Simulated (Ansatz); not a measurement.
# Band table of LuSe

```yaml
crystal:
  lattice:
    - [0.00000, 2.06105, 2.06105]
    - [2.06105, 0.00000, 2.06105]
    - [2.06105, 2.06105, 0.00000]
  atoms:
    - { symbol: Lu, position: [0.00000, 0.00000, 0.00000] }
    - { symbol: Se, position: [0.50000, 0.50000, 0.50000] }
```

The base volume is that of a database entry, with shape and atoms relaxed on PAW files at held volume, so it needn't be at zero pressure; the structure needn't be the stable phase, at rest or compressed.

Computed with Ansatz 0.2.0; functional PBEsol, scalar-relativistic. Settings: a Γ-centred 11×11×11 k mesh, Fermi–Dirac smearing of 0.05 eV, no spin polarisation. Methods: LAPW: all electrons, basis error target 1 meV/atom.

This run: volume at 0.4 of the series' base cell.

Spin–orbit coupling is left out, which matters for the heavy atoms.

Path points, in fractions of the reciprocal vectors: Γ (0.000, 0.000, 0.000), X (0.500, 0.000, 0.500), U (0.625, 0.250, 0.625), K (0.375, 0.375, 0.750), L (0.500, 0.500, 0.500), W (0.500, 0.250, 0.750). The distance column jumps between branches of the path. Levels in eV from the Fermi level; bands 23 to 39, counted from the lowest band of the run. The gap is zero, the pressure 530.9 GPa.

```
# k(1/Å) point b23 b24 b25 b26 b27 b28 b29 b30 b31 b32 b33 b34 b35 b36 b37 b38 b39
0.000 Γ -20.12 -7.17 -7.17 -7.17 -6.44 -5.85 -5.85 -5.85 -3.16 -3.16 -3.16 -0.10 -0.10 0.79 0.79 0.79 6.99
0.254 - -19.38 -7.52 -7.15 -7.15 -6.48 -5.91 -5.91 -5.89 -3.61 -3.14 -3.14 -3.14 0.09 1.50 1.50 4.06 7.94
0.508 - -17.78 -8.75 -7.06 -7.06 -6.64 -6.02 -6.02 -5.97 -5.08 -4.54 -2.96 -2.96 0.64 3.34 3.34 6.97 10.40
0.762 - -16.90 -9.35 -7.00 -6.93 -6.93 -6.11 -6.11 -6.07 -5.69 -5.31 -2.48 -2.48 1.44 5.80 5.80 9.20 13.81
1.016 - -17.64 -7.70 -7.54 -6.79 -6.79 -6.15 -6.13 -6.13 -5.83 -5.68 -1.69 -1.69 2.35 7.98 7.98 11.34 14.54
1.270 - -18.68 -7.98 -6.70 -6.70 -6.31 -6.21 -6.12 -6.12 -5.82 -4.79 -0.81 -0.81 3.13 8.30 8.30 10.74 14.28
1.524 X -19.10 -8.13 -6.68 -6.68 -6.24 -6.23 -6.12 -6.12 -5.86 -3.59 -0.37 -0.37 3.44 7.92 7.92 9.26 16.78
1.614 - -19.03 -8.10 -6.69 -6.68 -6.24 -6.23 -6.12 -6.12 -5.86 -3.63 -0.69 -0.44 3.82 7.82 7.93 9.35 16.74
1.704 - -18.82 -8.01 -6.72 -6.70 -6.24 -6.23 -6.12 -6.12 -5.86 -3.77 -1.40 -0.61 4.73 7.53 7.98 9.59 16.64
1.794 - -18.48 -7.89 -6.77 -6.73 -6.25 -6.23 -6.11 -6.11 -5.86 -3.98 -2.24 -0.82 5.88 7.08 8.03 9.90 16.20
1.884 - -18.06 -7.83 -6.79 -6.79 -6.25 -6.24 -6.11 -6.11 -5.86 -4.25 -3.05 -0.97 6.52 7.15 8.05 10.16 15.60
1.973 - -17.56 -7.92 -6.88 -6.75 -6.26 -6.24 -6.11 -6.10 -5.86 -4.57 -3.79 -0.95 5.87 8.01 8.50 10.26 15.14
2.063 U -17.02 -8.20 -7.02 -6.64 -6.28 -6.24 -6.10 -6.08 -5.87 -4.89 -4.42 -0.71 5.17 7.86 9.89 10.15 14.87
2.997 K -17.02 -8.20 -7.02 -6.64 -6.28 -6.24 -6.10 -6.08 -5.87 -4.89 -4.42 -0.71 5.17 7.86 9.89 10.15 14.87
3.266 - -15.29 -9.73 -7.79 -6.37 -6.35 -6.24 -6.15 -6.07 -6.02 -5.57 -5.44 1.60 3.01 6.78 8.82 13.07 14.16
3.536 - -14.17 -10.99 -8.44 -6.81 -6.43 -6.26 -6.22 -6.01 -5.89 -5.63 -5.56 1.01 5.23 5.25 7.04 9.16 16.36
3.805 - -15.37 -9.96 -8.36 -7.11 -6.54 -6.19 -6.16 -5.93 -5.59 -5.45 -5.33 -0.69 3.43 3.78 6.04 11.26 13.79
4.074 - -17.43 -8.30 -7.77 -7.13 -6.56 -6.09 -6.05 -5.89 -4.82 -4.79 -4.66 -1.99 0.59 2.54 4.21 8.78 11.11
4.344 - -19.29 -7.39 -7.30 -7.15 -6.48 -5.94 -5.92 -5.86 -3.84 -3.48 -2.85 -2.74 -0.91 1.43 2.43 4.26 8.10
4.613 Γ -20.12 -7.17 -7.17 -7.17 -6.44 -5.85 -5.85 -5.85 -3.16 -3.16 -3.16 -0.10 -0.10 0.79 0.79 0.79 6.99
4.833 - -19.55 -7.28 -7.22 -7.22 -6.47 -5.91 -5.91 -5.85 -3.72 -3.15 -3.15 -1.57 -1.57 0.94 2.99 2.99 7.74
5.053 - -18.19 -7.71 -7.41 -7.41 -6.52 -6.02 -6.02 -5.85 -4.68 -4.16 -4.16 -1.38 -1.38 1.10 5.97 5.97 9.85
5.273 - -16.54 -8.60 -7.80 -7.80 -6.51 -6.13 -6.13 -5.84 -5.30 -5.23 -5.23 -0.05 -0.05 1.36 9.27 9.27 12.93
5.493 - -14.95 -9.75 -8.36 -8.36 -6.40 -6.22 -6.22 -5.84 -5.78 -5.78 -5.55 1.73 1.73 2.03 11.89 12.74 12.74
5.713 - -13.58 -10.89 -8.82 -8.82 -6.28 -6.28 -6.26 -5.99 -5.99 -5.84 -5.65 3.27 3.67 3.67 8.89 12.22 12.22
5.933 L -12.75 -11.66 -8.99 -8.99 -6.31 -6.31 -6.19 -6.03 -6.03 -5.83 -5.68 4.41 4.78 4.78 7.10 10.75 10.75
6.113 - -12.43 -12.39 -8.84 -8.31 -6.31 -6.30 -6.19 -6.04 -6.04 -5.81 -5.67 3.39 4.60 6.06 6.53 11.04 11.62
6.293 - -13.64 -11.62 -8.36 -7.28 -6.33 -6.28 -6.21 -6.05 -6.04 -5.73 -5.65 2.64 3.72 6.22 7.66 11.85 12.85
6.472 - -14.78 -10.65 -7.62 -6.60 -6.35 -6.25 -6.23 -6.08 -6.04 -5.64 -5.54 2.42 2.58 6.53 9.37 12.48 12.87
6.652 - -15.64 -9.79 -6.85 -6.39 -6.38 -6.24 -6.14 -6.10 -6.03 -5.68 -5.27 2.00 2.60 7.04 10.54 11.03 13.73
6.832 - -16.17 -9.20 -6.45 -6.42 -6.31 -6.22 -6.07 -6.04 -6.00 -5.77 -5.16 2.38 2.88 7.35 8.48 11.77 15.40
7.011 W -16.35 -8.98 -6.44 -6.44 -6.21 -6.21 -6.04 -5.91 -5.91 -5.86 -5.25 3.00 3.00 6.82 8.00 11.82 17.38
7.138 - -16.60 -8.67 -6.68 -6.36 -6.36 -6.20 -6.13 -6.04 -5.86 -5.39 -5.14 2.00 4.12 6.74 8.00 11.75 16.74
7.265 - -17.21 -7.96 -7.12 -6.48 -6.31 -6.21 -6.14 -6.07 -5.86 -4.85 -4.73 1.15 5.28 6.48 7.98 11.45 16.30
7.392 - -17.92 -7.54 -7.30 -6.56 -6.28 -6.22 -6.13 -6.09 -5.86 -4.35 -3.87 0.48 5.99 6.36 7.96 10.81 16.18
7.519 - -18.54 -7.86 -6.91 -6.62 -6.25 -6.23 -6.12 -6.10 -5.86 -3.95 -2.56 0.01 5.18 7.22 7.94 10.02 16.49
7.646 - -18.95 -8.06 -6.73 -6.66 -6.24 -6.23 -6.12 -6.11 -5.86 -3.68 -1.14 -0.28 4.10 7.74 7.92 9.45 16.71
7.773 X -19.10 -8.13 -6.68 -6.68 -6.24 -6.23 -6.12 -6.12 -5.86 -3.59 -0.37 -0.37 3.44 7.92 7.92 9.26 16.78
```
